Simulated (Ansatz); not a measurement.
SnTe (rock salt)

```cif
data_Sn4Te4
_chemical_formula_sum 'Te4 Sn4'
_space_group_name_H-M_alt 'Fm-3m'
_space_group_IT_number 225
_space_group_name_Hall '-F 4 2 3'
_cell_length_a 6.37020
_cell_length_b 6.37020
_cell_length_c 6.37020
_cell_angle_alpha 90.000
_cell_angle_beta 90.000
_cell_angle_gamma 90.000
loop_
_atom_site_label
_atom_site_type_symbol
_atom_site_symmetry_multiplicity
_atom_site_Wyckoff_symbol
_atom_site_fract_x
_atom_site_fract_y
_atom_site_fract_z
_atom_site_occupancy
Te1 Te 4 a 0.00000 0.00000 0.00000 1
Sn1 Sn 4 b 0.50000 0.50000 0.50000 1
```
(The calculation used a cell of 2 atoms; values per cell refer to that cell.)

Two coordinates are scanned: the volume, and the ratio of the stretch along z (the conventional c axis) to the stretch across it. Atoms keep their fractional coordinates.

Calculation: r2SCAN (plane waves to 500 eV, PAW, scalar-relativistic; Ansatz, a first-principles code). k mesh 9×9×9 (Γ-centred), Fermi-Dirac smearing 0.05 eV. Stress and pressure are positive under compression. As the smearing reaches across the gap at some points, the response to shear is sensitive to the k mesh, so small differences along c/a are uncertain. SnTe was relaxed with its symmetry unable to fall. Spin-orbit coupling is left out, though Te is heavy. The last digit holds for this mesh only.

Changes of σzz (GPa) from the point V/V₀ = 1.000, (c/a)/(c/a)₀ = 1.000 when one coordinate moves alone (two changes are said to add if the coupling is within 5 % of the smaller one, nearly so within 20 %):

| point | change |
|---|---|
| V/V₀ = 1.000, (c/a)/(c/a)₀ = 0.920 | 8.73 |
| V/V₀ = 1.000, (c/a)/(c/a)₀ = 0.960 | 3.84 |
| V/V₀ = 0.920, (c/a)/(c/a)₀ = 1.000 | 4.41 |
| V/V₀ = 0.960, (c/a)/(c/a)₀ = 1.000 | 1.97 |
| V/V₀ = 1.040, (c/a)/(c/a)₀ = 1.000 | -1.59 |
| V/V₀ = 1.080, (c/a)/(c/a)₀ = 1.000 | -2.87 |
| V/V₀ = 1.000, (c/a)/(c/a)₀ = 1.040 | -2.80 |
| V/V₀ = 1.000, (c/a)/(c/a)₀ = 1.080 | -4.65 |

Task: Do the two effects add at V/V₀ = 1.040, (c/a)/(c/a)₀ = 1.040? Give the computed change.

Result: The sum of the single changes is -1.59 + (-2.80) = -4.39; the calculation gives -3.92, so the coupling contributes 0.47 (over 20 % of the smaller single change, not additive).

Task: What is the change at V/V₀ = 0.960, (c/a)/(c/a)₀ = 1.080, where both move, and how far is it from the sum?

Result: The sum of the single changes is 1.97 + (-4.65) = -2.68; the calculation gives -3.60, so the coupling contributes -0.92 (over 20 % of the smaller single change, not additive).

(A scan under strain: stresses follow from slopes of the energy per volume, elastic moduli from its curvatures.)
